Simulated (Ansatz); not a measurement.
Here is an unrelaxed guess for Si3C2.

```
Si C
1.0
     2.59339    0.00000    0.00000
    -1.29670    2.24595    0.00000
     0.00000    0.00000   24.45354
Si C
6 4
Direct
  0.33333 0.66667 0.30000
  0.33333 0.66667 0.70000
  0.66667 0.33333 0.20000
  0.66667 0.33333 0.40000
  0.66667 0.33333 0.60000
  0.66667 0.33333 0.80000
  0.33333 0.66667 0.90000
  0.33333 0.66667 0.10000
  0.33333 0.66667 0.50000
  0.66667 0.33333 0.00000
```

Level of theory: Ansatz, DFT PBE, scalar-relativistic, plane waves, PAW. Cutoff 420 eV; k points 6×6×1 on the computed 10-atom cell (Γ-centred); Gaussian smearing, width 0.10 eV; no spin polarisation.

The zero of energy is the elements' standard structures at the same level; no fitted shifts are applied.

Problem. Estimate its pressure, forces and energy as it stands.

Solution. The pressure is -11.4 GPa (the mean over three directions, positive in compression), the largest force is 1.15 eV/Å, and the energy is +2.47 eV/atom against the elements. The shortest distance is 2.59 Å.

Problem. Is it a good guess?

Solution. A poor one: relaxing gains about 1.8 eV/atom (the start's value is from the coarse mesh, so the gain is rough) in 33 ionic steps and ends at +0.66 eV/atom on the finer mesh. The symmetry stays P-6m2 (No. 187). The volume per atom shrinks by 17.2 %, from 14.2 to 11.8 Å³. The shortest distance goes from 2.59 Å (C–C and Si–Si) to 1.81 Å (Si–C). The ratio c/a of the conventional cell changes by a factor of 0.54. Conventional cell: a = 2.995 Å, c = 15.182 Å. Around Si on its first site lies 1 C at 1.88 Å; around Si on its second site lie 4 C at 1.81–1.86 Å; C on a site of symmetry 3m is surrounded by 4 Si at 1.86–1.88 Å; 3 more sites not described.

The last run used a 12×12×4 mesh (in the run's order of axes) for its 10-atom cell and Gaussian smearing of 0.10 eV. The reference form of C is held partly by dispersion forces, which this level lacks. The relaxation can't lower the symmetry of the start, and the grade says only how near the guess is to its own end. Symmetry constrained the relaxation, so the result can be a saddle point. Another cell of Si3C2 relaxed alike, in P6_3/mmc, lies 155 meV/atom lower, so this cell isn't the stable form at this level.
